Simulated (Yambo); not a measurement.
G0W0@LDA for CsVN2 (space group Fd-3m, No. 227) in Yambo (2×2×2 mesh, 7 Ry block, plasmon pole, screening fixed), without a terminator:

```tsv
bands N in G	gap L → Γ (eV)	shift of the valence edge (eV)
84	1.317	1.016
141	1.437	0.586
214	1.469	0.378
```

Extrapolate both columns to infinite N with E(N) = E∞ + A/N, test the form, and compare with the terminator.

From two points, E∞ = (N2 E2 − N1 E1)/(N2 − N1). The two largest N give 1.53 eV for the gap and -0.02 eV for the shift; the two smallest give 1.61 eV and -0.05 eV. For the gap the slopes A are -25 and -13 eV: the form isn't reached, and its limit is uncertain. For the shift the slopes A are 89 and 86 eV: the 1/N form holds. With the Bruneval-Gonze terminator and 214 bands the run gives 1.33 eV and 0.17 eV, 0.20 eV and 0.19 eV from the extrapolated values: the terminator too is an estimate of the remainder. Block, mesh and the bands in W are held fixed.

Geometry of the Materials Project entry, not relaxed at this level; primitive cell a = 5.9000 Å, b = 5.9000 Å, c = 5.9000 Å, α = 60.00°, β = 60.00°, γ = 60.00°.

The structure is a Materials Project entry; no match was found in the copy of COD used, and its stability was not checked.

The runs are not spin-polarised; magnetic order was not tried.

A shift is the quasiparticle energy of the state minus its LDA energy.
